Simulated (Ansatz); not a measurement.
The following input was run with Ansatz 0.2.0.

```yaml
crystal:
  lattice:
    - [-2.203196, 2.203196, 4.310613]
    - [2.203196, -2.203196, 4.310613]
    - [2.203196, 2.203196, -4.310613]
  atoms:
    - { symbol: Ta, position: [0.0, 0.5, 0.5] }
    - { symbol: Ta, position: [0.26382, 0.26382, 0.0] }
    - { symbol: Ta, position: [0.5, 0.0, 0.5] }
    - { symbol: Ta, position: [0.73618, 0.73618, 0.0] }
    - { symbol: "N", position: [0.75, 0.25, 0.5] }
    - { symbol: "N", position: [0.0, 0.0, 0.0] }
    - { symbol: "N", position: [0.25, 0.75, 0.5] }
basis:
  ecutwfc: 420
kpoints:
  mp_grid: { grid: [6, 6, 6] }
hamiltonian:
  xc: pbesol
scf:
  occupations: { method: gaussian, width: 0.1 }
output:
  forces: true
  stress: true
  eigenvalues: true
```

Launched with
```bash
ansatz run input.yaml --threads 2 --pin off --max-ram 5120MiB --backend cpu --events-out ev --progress --plain --runs-dir out
```

Theory: Ansatz, DFT PBEsol, scalar-relativistic, plane waves, PAW.

Abridged output (iterations and final results):

```
SCF iter   1: F=—  HF=-40369.122557 eV  |F-HF|=—  |Δ(HF+E_count)|=         —  Δρ=1.63e-2  dr2=2.94e-1  ethr=1.77e-3  ⟨swp⟩=5.1  Hψ=4754  notcnv=0
SCF iter   2: F=—  HF=-40369.064326 eV  |F-HF|=—  |Δ(HF+E_count)|=   5.82e-2  Δρ=5.41e-3  dr2=2.76e-2  ethr=4.39e-4  ⟨swp⟩=2.0  Hψ=2017  notcnv=0  defer=34
SCF iter   3: F=—  HF=-40369.059004 eV  |F-HF|=—  |Δ(HF+E_count)|=   5.32e-3  Δρ=2.56e-3  dr2=6.19e-3  ethr=4.12e-5  ⟨swp⟩=1.9  Hψ=1233  notcnv=0  defer=34
SCF iter   4: F=—  HF=-40369.057244 eV  |F-HF|=—  |Δ(HF+E_count)|=   1.76e-3  Δρ=4.84e-4  dr2=2.32e-4  ethr=9.24e-6  ⟨swp⟩=2.5  Hψ=1792  notcnv=0  defer=34
SCF iter   5: F=—  HF=-40369.057186 eV  |F-HF|=—  |Δ(HF+E_count)|=   5.80e-5  Δρ=1.64e-4  dr2=1.88e-5  ethr=3.46e-7  ⟨swp⟩=2.0  Hψ=1620  notcnv=0  defer=34
SCF iter   6: F=—  HF=-40369.057175 eV  |F-HF|=—  |Δ(HF+E_count)|=   1.09e-5  Δρ=2.89e-5  dr2=4.77e-7  ethr=2.81e-8  ⟨swp⟩=2.2  Hψ=1808  notcnv=0  defer=48
SCF iter   7: F=—  HF=-40369.057175 eV  |F-HF|=—  |Δ(HF+E_count)|=   2.24e-8  Δρ=1.50e-5  dr2=2.28e-7  ethr=1.49e-10  ⟨swp⟩=11.1  Hψ=5546  notcnv=0
SCF iter   8: F=-40369.057175 eV  HF=-40369.057175 eV  |F-HF|=4.85e-9  |Δ(HF+E_count)|=   4.96e-8  Δρ=2.56e-6  dr2=8.23e-9  ethr=1.49e-10  ⟨swp⟩=3.0  Hψ=4374  notcnv=0
SCF 1 converged in 8 iterations: F = -40369.057175 eV  dr2 = 8.23e-9
SCF converged after 8 iterations
Free energy (F): -40369.057175 eV
Harris-Foulkes:  -40369.057175 eV  (|F-HF|=4.85e-9)
Internal energy: -40369.048007 eV  (E = F + TS)
E sigma→0 (E₀):  -40369.052591 eV
Entropy (-TS):   -0.009168 eV (-1.310 meV/atom)
Fermi energy:    20.038528 eV
--- Per-component energies (eV) ---
  E_band       = -287.096131
  E_kinetic    = 1861.695818
  E_local      = -2431.059976  (includes V_loc(G=0)·N_el)
  E_nonlocal   = 204.253147
  E_hartree    = 822.513930
  E_xc         = -1049.721795
  E_vxc        = -1047.608886  (∫ρ·V_xc dr)
  E_paw        = -33458.135264  (= ΣΔE_a)
  E_vpaw       = -519.405677  (= ΣTr[D̂ρ^β])
  E_aug_tail   = 0.000706  (compensation charges beyond the density's cutoff)
  E_ewald      = -6319.533457
  E_core_change = 0.938882  (= ΣΔE_core)
  E_smearing   = -0.009168  (= −TS)
--- Forces (eV/Å), atoms counted from 1 ---
  atom   1  Ta     0.00000000     0.00000000     0.00000000
  atom   2  Ta     0.00000000     0.00000000    -0.21901385
  atom   3  Ta     0.00000000     0.00000000     0.00000000
  atom   4  Ta     0.00000000     0.00000000     0.21901385
  atom   5  N      0.00000000     0.00000000     0.00000000
  atom   6  N      0.00000000     0.00000000     0.00000000
  atom   7  N      0.00000000     0.00000000     0.00000000
--- Stress (GPa, compression-positive) ---
      -10.056879       0.000000       0.000000
        0.000000     -10.056879       0.000000
        0.000000       0.000000      -9.324081
  P = ⅓ Tr σ = -9.8126 GPa (-98.126 kbar)
--- Band table (eV; the first three rows and the last of 30) ---
  k-point 0: bands = ["-48.7955", "-48.7559", "-48.2926", "-48.2614", "-15.6320", "-15.6320", "-15.5304", "-15.3159", "-15.3159", "-15.1616", "-15.1182", "-15.1182", "-15.0433", "-14.7650", "-14.4302", "-14.4302", "2.0402", "3.4288", "3.6925", "12.9715", "13.6190", "13.6945", "13.6945", "14.7703", "14.7703", "15.0577", "15.3969", "15.9125", "16.3086", "16.3086", "18.8349", "18.8349", "19.1738", "19.4380", "19.4380", "20.9105", "20.9829", "20.9829", "21.2922", "23.2466", "23.2528"]
  k-point 1: bands = ["-48.7901", "-48.7604", "-48.2891", "-48.2658", "-15.7175", "-15.5500", "-15.4559", "-15.4243", "-15.3137", "-15.2932", "-15.0406", "-15.0364", "-14.9852", "-14.8058", "-14.4973", "-14.4111", "2.4327", "3.7116", "3.9354", "12.4042", "12.5350", "13.5442", "13.7278", "13.8226", "14.3764", "14.5302", "15.1857", "15.6340", "15.7127", "16.9763", "18.6456", "19.0322", "19.1339", "19.2716", "20.4257", "21.0848", "21.1254", "21.9854", "22.2643", "22.6096", "23.4624"]
  k-point 2: bands = ["-48.7793", "-48.7692", "-48.2823", "-48.2744", "-15.8556", "-15.6306", "-15.4703", "-15.3815", "-15.2758", "-15.2466", "-15.0811", "-14.9179", "-14.9016", "-14.8977", "-14.5677", "-14.3572", "3.3327", "4.3096", "4.4656", "11.0678", "11.4373", "12.1859", "13.0906", "13.1394", "13.5379", "13.5784", "13.8163", "14.7639", "16.8885", "18.3185", "18.3953", "18.8442", "19.9876", "20.2005", "21.3630", "21.8407", "22.2344", "22.3405", "22.7325", "22.7618", "22.8906"]
  k-point 29: bands = ["-48.7917", "-48.7565", "-48.2960", "-48.2616", "-15.7125", "-15.7125", "-15.2803", "-15.2803", "-15.2405", "-15.1762", "-15.0950", "-15.0554", "-15.0554", "-15.0079", "-14.4424", "-14.4424", "2.8948", "3.0594", "3.2432", "12.1832", "13.8970", "14.1515", "14.1515", "15.2316", "15.2316", "15.2763", "15.8543", "15.8543", "15.9965", "16.1941", "16.1941", "16.4854", "17.3396", "20.8109", "20.8109", "21.5404", "22.4201", "22.7348", "22.7348", "22.8639", "23.1404"]
```

Self-consistency was reached.

Time: 4 s on 2 threads of Arm Neoverse V2, with other jobs on the host, peak memory 0.39 GiB.

The k mesh is coarse. Spin–orbit coupling is left out, which can shift energies with elements as heavy as these.